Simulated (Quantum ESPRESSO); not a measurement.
## Ti4AlGaSnCu (one composition in several site orders)

Simulated, not a measurement. The program is pw.x of Quantum ESPRESSO 7.5 (plane-wave density functional theory). The cell is made up: eight metal atoms on a face-centred cubic lattice, with elements, volume, strain and displacements drawn at random and not relaxed, so it may be unstable or far from any real phase. PseudoDojo standard norm-conserving files set the functional (PBE unless stated); there is no spin polarisation or spin-orbit coupling, the Fermi-Dirac width of 0.25 eV means electrons at about 2900 K, and the masses in the input are unused placeholders. The copper pseudopotential is less sure than most, with forces differing by about three percent and pressure by about two GPa from a second method on plain copper. The tin pseudopotential is less sure than most, with forces differing by about three percent from a second method on plain tin. A spin test at this wide smearing found no moment, but such smearing suppresses magnetism that the real alloy may have.

The runs put one composition on the sites in different orders. Cell, positions, cutoff, mesh and smearing stay as in the input of run 1; sites are counted in its order. Stress in the tables is positive in tension.

Input of run 1:

```
&control calculation='scf', pseudo_dir='./dojo.nc.sr.pbe.v0_5.standard.upf', outdir='./o', disk_io='minimal', tprnfor=.true., tstress=.true. /
&system ibrav=0, nat=8, ntyp=5, nbnd=62, ecutwfc=92.02030273, nosym=.true., tot_charge=0,
 occupations='smearing', smearing='fd', degauss=0.0183746611
/
&electrons conv_thr=1.470e-08, electron_maxstep=70, mixing_beta=0.5 /
ATOMIC_SPECIES
Al 1.0 Al.upf
Cu 1.0 Cu.upf
Ga 1.0 Ga.upf
Sn 1.0 Sn.upf
Ti 1.0 Ti.upf
CELL_PARAMETERS angstrom
0.0 2.0013 2.0013
0.0 4.0026 -4.0026
-8.0051 -2.0013 2.0013
ATOMIC_POSITIONS angstrom
Ti 0.0217 0.0379 -0.0218
Ti -4.1053 -0.0242 -0.054
Al 0.0489 1.9933 -2.0469
Ti -3.9793 2.0189 -1.8967
Ga -6.0129 -0.0413 1.9643
Sn -2.0668 1.9315 -0.0059
Cu -6.0949 1.8656 0.0504
Ti -1.9704 3.9058 -1.9816
K_POINTS automatic
8 5 3 1 1 1
```

| run | elements on sites 1 to 8 | free energy less that of run 1 (eV) | -TS (eV) | pressure (GPa) | stress xx (GPa) | stress yy (GPa) | stress zz (GPa) | stress yz (GPa) | stress xz (GPa) | stress xy (GPa) | iterations |
| --- | --- | --- | --- | --- | --- | --- | --- | --- | --- | --- | --- |
| 1 | Ti Ti Al Ti Ga Sn Cu Ti | 0.000 | -1.528 | 7.91 | -5.07 | -9.16 | -9.49 | -2.69 | -0.50 | 0.01 | 23 |
| 2 | Cu Al Sn Ti Ga Ti Ti Ti | 0.508 | -1.510 | 9.57 | -9.27 | -9.48 | -9.95 | -4.06 | -0.81 | 0.51 | 24 |
| 3 | Ti Ga Sn Al Ti Ti Cu Ti | -0.084 | -1.426 | 7.92 | -5.59 | -9.49 | -8.69 | -1.16 | -0.97 | 0.21 | 23 |
| 4 | Ti Ti Ti Ti Ga Sn Cu Al | -0.912 | -1.447 | 5.49 | -4.72 | -5.98 | -5.78 | -1.41 | -0.64 | -0.17 | 21 |
| 5 | Ti Ti Sn Ga Al Cu Ti Ti | 0.926 | -1.599 | 10.66 | -9.81 | -11.39 | -10.79 | -3.01 | -0.35 | -0.03 | 24 |
| 6 | Ti Ti Cu Al Ga Ti Sn Ti | 0.661 | -1.513 | 9.61 | -7.73 | -10.46 | -10.63 | -1.42 | -0.83 | -0.49 | 22 |

Forces Fx Fy Fz (eV/Å):

| site | run 1 | run 2 | run 3 | run 4 | run 5 | run 6 |
| --- | --- | --- | --- | --- | --- | --- |
| 1 | 0.75 -0.74 0.31 | -0.08 -0.09 -0.14 | 0.49 -0.47 0.07 | 0.72 -0.77 0.36 | -1.03 -0.53 0.12 | -0.10 -0.09 -0.37 |
| 2 | -0.45 -0.70 0.62 | 0.89 -0.32 0.20 | 0.30 -0.10 0.15 | -0.44 -0.70 0.65 | 1.20 -0.29 0.26 | 0.92 -0.86 0.80 |
| 3 | 0.88 0.37 -0.47 | -1.46 -0.78 0.59 | -0.44 -0.35 0.21 | 0.27 -0.02 -0.02 | -1.78 -0.68 0.53 | -1.12 -0.53 0.45 |
| 4 | -1.64 0.29 -0.94 | -0.77 -0.28 -0.40 | -0.98 -0.36 -0.45 | -1.71 0.31 -1.15 | -0.08 -0.17 -0.16 | 0.57 0.30 -0.86 |
| 5 | 0.03 -0.08 0.33 | 0.66 -1.03 1.23 | 0.87 -0.30 0.70 | 0.11 -0.04 0.30 | 0.80 -0.68 0.87 | -0.26 -0.36 0.50 |
| 6 | 0.46 -0.23 0.71 | 0.33 -0.07 0.45 | 0.01 -0.17 0.60 | 0.95 0.07 0.44 | -0.05 -0.21 0.29 | 0.49 0.10 0.31 |
| 7 | -0.01 0.35 -0.15 | 1.17 1.59 -1.24 | 0.95 0.82 -0.71 | 0.36 0.51 -0.30 | 1.86 1.94 -1.61 | -0.57 0.92 -0.66 |
| 8 | -0.02 0.74 -0.42 | -0.74 0.96 -0.69 | -1.20 0.93 -0.58 | -0.27 0.63 -0.28 | -0.91 0.63 -0.29 | 0.07 0.51 -0.15 |

The sites are displaced and not relaxed, so the energy differences mix bonding between neighbours with strain and are not ordering energies. A rerun of one cell of this series at a higher cutoff and on a denser mesh moved values by no more than 0.002 eV in energy, 0.09 GPa in stress and 0.008 eV/Å in force, and a second program with other atomic files agreed on that cell to 2 % rms in force and 0.5 GPa in pressure.